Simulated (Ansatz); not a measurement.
Si4NiPt3: relaxed-ion elastic tensor

The calculation used Ansatz, DFT PBE, scalar-relativistic, plane waves, PAW. Cutoff 420 eV, 8×8×8 k-points (Γ-centred), Fermi-Dirac smearing of 0.15 eV. No spin polarisation.

Equilibrium structure at this level:
```
CELL_PARAMETERS angstrom
4.78716 0.00000 0.00000
0.00000 4.78716 0.00000
0.00000 0.00000 4.94389
ATOMIC_POSITIONS crystal
Si 0.00000 0.00000 0.14632
Si 0.50000 0.50000 0.17045
Si 0.50000 0.00000 0.83486
Si 0.00000 0.50000 0.83486
Ni 0.00000 0.00000 0.67404
Pt 0.50000 0.50000 0.68077
Pt 0.50000 0.00000 0.32935
Pt 0.00000 0.50000 0.32935
```

The structure comes from a generated guess, relaxed at this level; another structure or a mixture of phases may lie lower. In a metal, frequencies and elastic constants depend on the k mesh and the smearing, soft modes and shear constants most. Spin–orbit coupling is left out, which matters for heavy elements.

Question: Give the relaxed-ion elastic constants (GPa, Voigt order xx yy zz yz xz xy, on the Cartesian axes of the cell above).

Answer:
C11 = 276.5, C12 = 87.6, C13 = 126.0, C22 = 276.5, C23 = 126.0, C33 = 358.3, C44 = 87.8, C55 = 87.8, C66 = 25.3 GPa; the others vanish.

Question: Is the crystal stable against homogeneous strain?

Answer: Yes: the least eigenvalue of the tensor is 25.3 GPa.

Question: And the moduli of a polycrystal (Hill averages)?

Answer: B = 174 GPa, G = 69 GPa, E = 183 GPa, ν = 0.32.
